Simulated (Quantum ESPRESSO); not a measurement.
# Mo5ZrTiW: input and log of a self-consistent run

Computed values, not a measurement. The program is pw.x of Quantum ESPRESSO 7.5 (plane-wave density functional theory). The cell is made up: eight metal atoms on a face-centred cubic lattice, with elements, volume, strain and displacements drawn at random and not relaxed, so it may be unstable or far from any real phase. PseudoDojo standard norm-conserving files set the functional (PBE unless stated); there is no spin polarisation or spin-orbit coupling, the Fermi-Dirac width of 0.25 eV means electrons at about 2900 K, and the masses in the input are unused placeholders. Heavy elements are run without spin-orbit coupling, which real alloys of them have. A spin test at this wide smearing found no moment, but such smearing suppresses magnetism that the real alloy may have.

Input:

```
&control calculation='scf', pseudo_dir='./dojo.nc.sr.pbe.v0_5.standard.upf', outdir='./o', disk_io='minimal', tprnfor=.true., tstress=.true. /
&system ibrav=0, nat=8, ntyp=4, nbnd=72, ecutwfc=84.00895049, nosym=.true., tot_charge=0,
 occupations='smearing', smearing='fd', degauss=0.0183746611
/
&electrons conv_thr=1.470e-08, electron_maxstep=70, mixing_beta=0.5 /
ATOMIC_SPECIES
Mo 1.0 Mo.upf
Ti 1.0 Ti.upf
W 1.0 W.upf
Zr 1.0 Zr.upf
CELL_PARAMETERS angstrom
-0.0138 -0.0585 -4.0474
-4.0714 -0.0236 -0.0138
2.0899 8.0925 2.1476
ATOMIC_POSITIONS angstrom
Mo 0.0472 0.0118 0.0089
Mo -1.9369 2.0758 0.1001
Zr 0.0473 3.9564 0.1201
Ti -1.9703 6.0652 -0.0047
Mo -2.1182 0.1799 -2.1856
Mo 0.1309 1.8174 -2.0396
Mo -1.6946 3.9541 -1.9202
W -0.1006 6.1029 -2.0383
K_POINTS automatic
6 6 3 1 1 1
```

The log is shortened where brackets say so; the opening notice, blank lines, dates and the lines on written files are dropped, and the path of the files is cut. It prints rydbergs, bohrs and kilobars, and counts compression as positive stress. Its total energy is the free energy E - TS of the whole cell.

```
     Program PWSCF v.7.5
     Parallel version (MPI & OpenMP), running on       4 processor cores
     Number of MPI processes:                 4
     Threads/MPI process:                     1
     [start-up lines left out]
     bravais-lattice index     =            0
     lattice parameter (alat)  =       7.6493  a.u.
     unit-cell volume          =     895.1170 (a.u.)^3
     number of atoms/cell      =            8
     number of atomic types    =            4
     number of electrons       =       108.00
     number of Kohn-Sham states=           72
     kinetic-energy cutoff     =      84.0090  Ry
     charge density cutoff     =     336.0358  Ry
     scf convergence threshold =      1.5E-08
     mixing beta               =       0.5000
     number of iterations used =            8  plain     mixing
     Exchange-correlation= PBE
                           (   1   4   3   4   0   0   0)
     [axes and pseudopotential details left out]
   Cartesian axes
     site n.     atom                  positions (alat units)
         1        Mo     tau(   1) = (   0.0116605   0.0029151   0.0021987  )
         2        Mo     tau(   2) = (  -0.4785014   0.5128159   0.0247292  )
         3        Zr     tau(   3) = (   0.0116852   0.9774087   0.0296701  )
         4        Ti     tau(   4) = (  -0.4867527   1.4983771  -0.0011611  )
         5        Mo     tau(   5) = (  -0.5232906   0.0444434  -0.5399415  )
         6        Mo     tau(   6) = (   0.0323382   0.4489795  -0.5038729  )
         7        Mo     tau(   7) = (  -0.4186424   0.9768405  -0.4743757  )
         8        W      tau(   8) = (  -0.0248527   1.5076907  -0.5035517  )
     number of k points=    54  Fermi-Dirac smearing, width (Ry)=  0.0184
                       cart. coord. in units 2pi/alat
        k(    1) = (  -0.0833020   0.1274100  -0.0849000), wk =   0.0370370
        k(    2) = (  -0.0813751  -0.2078367  -0.0800611), wk =   0.0370370
     [further k points left out]
     Dense  grid:    93133 G-vectors     FFT dimensions: (  45,  45,  96)
     Estimated max dynamical RAM per process >     346.86 MB
     Estimated total dynamical RAM >       1.29 GB
     Initial potential from superposition of free atoms
     starting charge     107.9884, renormalised to     108.0000
     Starting wfcs are   80 randomized atomic wfcs
     total cpu time spent up to now is        5.3 secs
     per-process dynamical memory:   273.9 Mb
     Self-consistent Calculation
     iteration #  1     ecut=    84.01 Ry     beta= 0.50
     Davidson diagonalization with overlap
     ethr =  1.00E-02,  avg # of iterations =  2.5
     total cpu time spent up to now is       17.1 secs
     total energy              =   -1072.58769701 Ry
     estimated scf accuracy    <       2.86892747 Ry
     iteration #  2     ecut=    84.01 Ry     beta= 0.50
     Davidson diagonalization with overlap
     ethr =  2.66E-03,  avg # of iterations =  7.4
     total cpu time spent up to now is       34.2 secs
     total energy              =   -1068.73488331 Ry
     estimated scf accuracy    <     108.30436839 Ry
     iteration #  3     ecut=    84.01 Ry     beta= 0.50
     Davidson diagonalization with overlap
     ethr =  2.66E-03,  avg # of iterations =  4.6
     total cpu time spent up to now is       47.1 secs
     total energy              =   -1073.75301879 Ry
     estimated scf accuracy    <       5.10821899 Ry
     iteration #  4     ecut=    84.01 Ry     beta= 0.50
     Davidson diagonalization with overlap
     ethr =  2.66E-03,  avg # of iterations =  2.0
     total cpu time spent up to now is       57.3 secs
     total energy              =   -1074.07666477 Ry
     estimated scf accuracy    <       1.09498426 Ry
     iteration #  5     ecut=    84.01 Ry     beta= 0.50
     Davidson diagonalization with overlap
     ethr =  1.01E-03,  avg # of iterations =  2.6
     total cpu time spent up to now is       67.8 secs
     total energy              =   -1074.13977638 Ry
     estimated scf accuracy    <       1.10159152 Ry
     [iterations 6 to 16 left out]
     iteration # 17     ecut=    84.01 Ry     beta= 0.50
     Davidson diagonalization with overlap
     ethr =  4.39E-09,  avg # of iterations =  1.0
     total cpu time spent up to now is      209.0 secs
     total energy              =   -1074.22729936 Ry
     estimated scf accuracy    <       0.00000098 Ry
     iteration # 18     ecut=    84.01 Ry     beta= 0.50
     Davidson diagonalization with overlap
     ethr =  9.12E-10,  avg # of iterations =  2.0
     total cpu time spent up to now is      218.9 secs
     total energy              =   -1074.22729943 Ry
     estimated scf accuracy    <       0.00000099 Ry
     iteration # 19     ecut=    84.01 Ry     beta= 0.50
     Davidson diagonalization with overlap
     ethr =  9.12E-10,  avg # of iterations =  1.0
     total cpu time spent up to now is      227.9 secs
     total energy              =   -1074.22729948 Ry
     estimated scf accuracy    <       0.00000013 Ry
     iteration # 20     ecut=    84.01 Ry     beta= 0.50
     Davidson diagonalization with overlap
     ethr =  1.21E-10,  avg # of iterations =  2.0
     total cpu time spent up to now is      237.7 secs
     total energy              =   -1074.22729949 Ry
     estimated scf accuracy    <       0.00000002 Ry
     iteration # 21     ecut=    84.01 Ry     beta= 0.50
     Davidson diagonalization with overlap
     ethr =  1.48E-11,  avg # of iterations =  4.2
     total cpu time spent up to now is      249.6 secs
     End of self-consistent calculation
     [lines on levels left out]
!    total energy              =   -1074.22729949 Ry
     estimated scf accuracy    <          1.5E-09 Ry
     smearing contrib. (-TS)   =      -0.15077325 Ry
     internal energy E=F+TS    =   -1074.07652624 Ry
     The total energy is F=E-TS. E is the sum of the following terms:
     one-electron contribution =    -191.84441162 Ry
     hartree contribution      =     156.71155645 Ry
     xc contribution           =    -174.09725529 Ry
     ewald contribution        =    -864.84641577 Ry
     convergence has been achieved in  21 iterations
     Forces acting on atoms (cartesian axes, Ry/au):
     atom    1 type  1   force =    -0.02830609    0.00716137   -0.03809632
     atom    2 type  1   force =    -0.00412327   -0.04767182   -0.04928060
     atom    3 type  4   force =     0.09570324    0.02152213   -0.02049357
     atom    4 type  2   force =    -0.04517359    0.02565332    0.00830008
     atom    5 type  1   force =     0.04975016   -0.04281700    0.03276240
     atom    6 type  1   force =    -0.02099336   -0.00022872    0.06062172
     atom    7 type  1   force =    -0.09216125    0.00674238    0.00314900
     atom    8 type  3   force =     0.04530416    0.02963833    0.00303730
     Total force =     0.202036     Total SCF correction =     0.000130
     Computing stress (Cartesian axis) and pressure
          total   stress  (Ry/bohr**3)                   (kbar)     P=      104.03
   0.00081564   0.00000110  -0.00013732          119.98        0.16      -20.20
   0.00000110   0.00049084   0.00004924            0.16       72.20        7.24
  -0.00013732   0.00004924   0.00081499          -20.20        7.24      119.89
     init_run     :      5.06s CPU      5.27s WALL (       1 calls)
     electrons    :    238.68s CPU    244.24s WALL (       1 calls)
     forces       :      1.70s CPU      1.71s WALL (       1 calls)
     stress       :      5.80s CPU      5.80s WALL (       1 calls)
     [timing details left out]
     PWSCF        :   4m11.30s CPU   4m17.15s WALL
     JOB DONE.
```

In other units: free energy -14615.607 eV for the cell, pressure 10.40 GPa, largest force component 2.461 eV/Å in size. The run took 259 s of wall time with four MPI processes on a shared machine (Intel Xeon, 2023 or later, virtual cores), so the time is rough. A rerun of this cell at a higher cutoff and on a denser mesh moved values by no more than 0.004 eV in energy, 0.03 GPa in stress and 0.012 eV/Å in force, and a second program with other atomic files agreed on that cell to 2 % rms in force and 0.5 GPa in pressure.